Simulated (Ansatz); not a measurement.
**Cold compression of Pb (diamond type)**

```xyz
2
Lattice="0.0000 3.4121 3.4121 3.4121 0.0000 3.4121 3.4121 3.4121 0.0000" Properties=species:S:1:pos:R:3 pbc="T T T"
Pb   -0.8530   -0.8530   -0.8530
Pb    0.8530    0.8530    0.8530
```

The cell comes from a relaxation on PAW files under the same functional, begun from a prototype that needn't be the stable phase.

Its volume is scaled at fixed shape and fractional positions.

Computed with Ansatz 0.2.0; functional LDA, scalar-relativistic. Settings: a Γ-centred 10×10×10 k mesh, Fermi–Dirac smearing of 0.08 eV, no spin polarisation. Methods: LAPW: all electrons, basis error target 1 meV/atom; PAW: frozen-core files, cutoff 420 eV; crystal datasets: all electrons, by PAW datasets that the program makes for each cell; norm-conserving: pseudopotentials, cutoff 762 eV.

Energies are extrapolated to zero smearing and count from the unscaled cell; pressure is positive in compression; gaps take the mesh and a band path. No temperature or zero-point motion is included.

Spin–orbit coupling is left out, which matters for the heavy atoms. The PAW files were made under PBE. The structure type is held throughout; the real material can change phase at far lower pressure.

```json
{"V/V0": "1.00", "V (Å³/atom)": "39.73", "P LAPW (GPa)": "0.03", "ΔE LAPW (eV/atom)": "0.000", "P PAW − LAPW (GPa)": "-0.01", "ΔE PAW − LAPW (meV/atom)": "0.0"}
{"V/V0": "0.90", "V (Å³/atom)": "35.75", "P LAPW (GPa)": "4.60", "ΔE LAPW (eV/atom)": "0.051", "P PAW − LAPW (GPa)": "-0.01", "ΔE PAW − LAPW (meV/atom)": "-0.1"}
{"V/V0": "0.80", "V (Å³/atom)": "31.78", "P LAPW (GPa)": "12.96", "ΔE LAPW (eV/atom)": "0.257", "P PAW − LAPW (GPa)": "-0.01", "ΔE PAW − LAPW (meV/atom)": "-0.3"}
{"V/V0": "0.70", "V (Å³/atom)": "27.81", "P LAPW (GPa)": "28.8", "ΔE LAPW (eV/atom)": "0.753", "P PAW − LAPW (GPa)": "-0.01", "ΔE PAW − LAPW (meV/atom)": "-0.4"}
{"V/V0": "0.60", "V (Å³/atom)": "23.84", "P LAPW (GPa)": "?", "ΔE LAPW (eV/atom)": "?", "P PAW − LAPW (GPa)": "?", "ΔE PAW − LAPW (meV/atom)": "?"}
{"V/V0": "0.50", "V (Å³/atom)": "19.86", "P LAPW (GPa)": "128.0", "ΔE LAPW (eV/atom)": "4.030", "P PAW − LAPW (GPa)": "0.10", "ΔE PAW − LAPW (meV/atom)": "1.0"}
{"V/V0": "0.40", "V (Å³/atom)": "15.89", "P LAPW (GPa)": "294.5", "ΔE LAPW (eV/atom)": "8.947", "P PAW − LAPW (GPa)": "-0.20", "ΔE PAW − LAPW (meV/atom)": "2.5"}
```

Fit the Vinet equation to the LAPW pressures shown (residuals weighted by 1/(|P| + 0.03·Pmax)), and predict the pressure of the withheld row.

The fit gives V0 = 39.88 Å³/atom, B0 = 29.8 GPa and B0′ = 5.78. At 23.84 Å³/atom, x = (V/V0)^(1/3) = 0.8424, and P = 3·B0·(1 − x)/x²·exp[1.5·(B0′ − 1)·(1 − x)] = 61.5 GPa. The run itself gave 60.2 GPa (+2.2 % off) and ΔE = 1.811 eV/atom.

From the table, what is the rise of the enthalpy H = E + pV up to the last row, and how stiff is the crystal between the last two rows?

ΔH = 8.947 eV + (294.5 GPa × 15.89 Å³ − 0.03 GPa × 39.73 Å³) × 0.006242 eV/(GPa·Å³) = 38.15 eV/atom, of which pV makes 77 %. The mean bulk modulus there is −ΔP/Δln V = 746 GPa.

At the smallest volume, how far do crystal datasets and norm-conserving lie from LAPW in pressure?

crystal datasets: 0.00 GPa; norm-conserving: +0.13 GPa, on a LAPW pressure of 294.5 GPa.

How do the Löwdin populations by LAPW change from the unscaled cell to the last row?

Pb 5s 1.99 → 1.93, Pb 6s 1.60 → 1.12, Pb 5p 5.99 → 5.95, Pb 6p 2.42 → 3.04, Pb 5d 9.98 → 9.91 electrons an atom. These are projections on the shells that the free atoms fill; 0.03 e a cell lies outside them at the start and 0.08 e at the end.
